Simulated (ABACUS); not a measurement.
Consider a self-consistent single point of MgZn₃O₄ (Cm, 8 atoms in the cell; from Materials Project mp-1221958, changed as shown).

```
MgZn3O4
1.0
    5.75676    -1.58829     0.00000
    5.75676     1.58829     0.00000
   -2.60727     0.00000     4.82141
Mg Zn O
1 3 4
Cartesian
  0.49466   0.00000   4.43569
  7.55821   0.00000   2.00426
  3.58415   0.00000   4.00273
 10.63753   0.00000   1.61565
 -1.19351   0.00000   3.51432
  5.84341   0.00000   1.08530
  8.94597   0.00000   0.67500
  1.87456   0.00000   3.09968
```

Computed with PBEsol, numerical atomic orbitals DZP (confined pseudo-atomic orbitals with Gaussian additions; energy shift 0.01 Ry), PseudoDojo 0.4 standard norm-conserving PBEsol (tails mended) pseudopotentials in ABACUS 3.10.1.

ABACUS settings:

basis: DZP numerical atomic orbitals, energy shift 0.01 Ry
KPT: Gamma 6 6 4 0 0 0
basis_type: lcao
dft_functional: PBESOL
ecutwfc: 100 Ry
smearing_method: fd
smearing_sigma: 0.00367493 Ry
potentials: PseudoDojo 0.4 standard norm-conserving PBEsol (tails mended)
symmetry: 1
ks_solver: scalapack_gvx
scf_nmax: 100
scf_thr: 1.0e-06
mixing_type: broyden
mixing_beta: 0.4

Results:

```
Quantity                                                  Result
------------------------------------------------  --------------
Number of valence electrons                                   94
Number of bands                                               57
Number of k-points after the program's reduction              47
Size of the basis                                            144
Number of SCF iterations                                      11
Free energy E − TS                                -20465.8839 eV
Top of the valence band (on the code's own zero)         9.69 eV
Gap on the k-point mesh                                  1.48 eV
Pressure                                               13.48 GPa
Largest force (vector length)                         0.119 eV/Å
```

Forces (eV/Å):
```csv
atom,Fx,Fy,Fz
Mg1,0.098,0.000,0.053
Zn2,0.004,0.000,0.016
Zn3,0.006,0.000,0.006
Zn4,0.027,0.000,0.007
O5,-0.108,0.000,-0.050
O6,-0.023,0.000,-0.021
O7,-0.016,0.000,0.087
O8,0.011,0.000,-0.099
```

Stress (GPa, positive for compression):
```
13.15   0.00  -0.33
 0.00  13.77   0.00
-0.33   0.00  13.52
```

Gaps are taken between levels on the mesh.

For comparison: a first run was changed to give this one (lattice scaled by 0.98), and from it to this one the free energy rises by 34.1 meV/atom, the pressure goes from 2.94 to 13.48 GPa, the largest force goes from 0.162 to 0.119 eV/Å and the gap on the mesh goes from 1.344 to 1.478 eV.

The atom-centred basis is finite, which shifts total energies, pressures, gaps and forces against plane waves. The structure comes from a collection of computed structures, made at another level of theory; the collection holds predicted forms beside known ones. Its lattice was then scaled.

Cost on one core: very roughly 50 core-seconds.

The atomic orbitals were generated for these runs; they are not ABACUS's published sets and were checked against plane waves on a few crystals only.

“Tails mended”: in these copies of the files the far tail of each local potential was reset to the Coulomb form.
